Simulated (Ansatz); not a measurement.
# Cr: from a starting cell to a relaxed one

The start is a relaxed Cr cell, doubled along one cell vector, shaken by Gaussian noise of σ = 0.08 Å a coordinate. The cell and all atomic positions are relaxed at zero pressure with PBE (plane waves to 420 eV, PAW, scalar-relativistic; Ansatz, an electronic-structure program). First-step values are on the input's coarse k-mesh.

Ansatz input (later rounds restart from its end on a renewed k-mesh):
Ansatz 0.2 input:
```yaml
crystal:
  lattice:
    - [-2.2478760494, 2.2478760494, 1.2211378257]
    - [4.4957520988, -4.4957520988, 2.4422756514]
    - [2.2478760494, 2.2478760494, -1.2211378257]
  atoms:
    - { symbol: Cr, position: [0.7336280458, 0.1069908912, 0.4639958246] }
    - { symbol: Cr, position: [0.7000053925, 0.5879552133, 0.4641804214] }
    - { symbol: Cr, position: [0.0278799165, 0.016378567, -0.0187174128] }
    - { symbol: Cr, position: [-0.0645231785, 0.4920570109, 0.0338266916] }
basis: { ecutwfc: 420, ecutrho_ratio: 4, xc_grid: 2, fft_grid_basis: typed }
kpoints: { mp_grid: { grid: [15, 8, 10] } }
hamiltonian:
  xc: pbe
  dispersion: none
  pseudopotentials: { azcp: { folder: ./paw }, kind: paw }
scf: { occupations: { method: fermi_dirac, width: 0.05 } }
relax: { f_tol: 0.01, max_steps: 100, cell: { stress_tol: 0.02 } }
output: { forces: true, stress: true }
```

```yaml
energy_released: 0.84 eV/atom
relative_to_the_parent: "It does not go back: it reaches Im-3m (No. 229), bcc (W type), 0.74 eV/atom below the parent"
Shortest distances (start → end): "The closest pairs of elements (up to four, under 3.6 Å), start → end: Cr–Cr 2.01 → 2.47 Å"
band_gap_at_the_end: zero (metallic)
optimiser_moves: 22
```

The end point of the relaxation:

```cif
data_Cr2
_chemical_formula_sum 'Cr2'
_space_group_name_H-M_alt 'Im-3m'
_space_group_IT_number 229
_space_group_name_Hall '-I 4 2 3'
_cell_length_a 2.84792
_cell_length_b 2.84792
_cell_length_c 2.84792
_cell_angle_alpha 90.000
_cell_angle_beta 90.000
_cell_angle_gamma 90.000
loop_
_atom_site_label
_atom_site_type_symbol
_atom_site_symmetry_multiplicity
_atom_site_Wyckoff_symbol
_atom_site_fract_x
_atom_site_fract_y
_atom_site_fract_z
_atom_site_occupancy
Cr1 Cr 2 a 0.00000 0.00000 0.00000 1
```
(The calculation used a cell of 1 atom; values per cell refer to that cell.)

Final values are on a 23×23×23 k-mesh of the relaxed cell. The start holds a very short contact (Cr–Cr 2.01 Å). No spin polarisation in the result. A magnetic state may lie lower.

Of the parent cell (I4₁/amd (No. 141)): it is a generated cell of Cr: the first start was made by placing the elements on the sites of a structure type, and the end was not matched to a known phase here, so it may be hypothetical. Known forms of Cr include space group No. 229.
